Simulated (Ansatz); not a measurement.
All numbers below come from DFT PBE, scalar-relativistic, plane waves, PAW in Ansatz 0.2.0. All cells share a 420 eV cutoff and Γ-centred k meshes spaced at most about 0.3 Å⁻¹ (about 0.25 or finer for metals, 2π included). Collinear spin in cells that started with moments and kept them past the coarse steps, no spin elsewhere.

Temperature and zero-point effects are left out.

Compare these two cells of CuNi5, each relaxed at this level.

A. (site moments Ni 0.5 (×2), 0.7 (×3) μB) Space group P-6m2 (No. 187), hexagonal, a = 2.491 Å, c = 12.354 Å. Around Cu lie 6 Cu at 2.49 Å and 6 Ni at 2.55 Å; around Ni on a site of symmetry 3m lie 9 Ni at 2.49 Å and 3 Cu at 2.55 Å; around Ni on a site of symmetry -6m2 lie 12 Ni at 2.49–2.50 Å; around Ni on a second site of symmetry 3m lie 12 Ni at 2.49–2.50 Å.

B. (site moments Ni 0.5 (×2), 0.7 (×3) μB) Space group P4/mmm (No. 123), tetragonal, a = 2.499 Å, c = 10.618 Å. Around Cu lie 4 Cu at 2.50 Å and 8 Ni at 2.54 Å; around Ni on a site of symmetry 4mm lie 8 Ni at 2.47–2.50 Å and 4 Cu at 2.54 Å; Ni on a second site of symmetry 4mm is surrounded by 12 Ni at 2.47–2.50 Å; around Ni on a site of symmetry 4/mmm lie 12 Ni at 2.49–2.50 Å.

Question: Which would you expect to be lower, and how large is the difference?

Answer: B is lower, by 16 meV/atom. A has Cu and Ni ordered on hcp sites, space group P-6m2 (No. 187), 11.1 Å³/atom and no gap on its mesh; B has Cu and Ni ordered on fcc sites, space group P4/mmm (No. 123), 11.0 Å³/atom and no gap. Both come from invented guesses.

Another magnetic order may lie lower. With atoms moved at random, P-6m2 came back. Other cells relaxed within their symmetry can be saddle points.
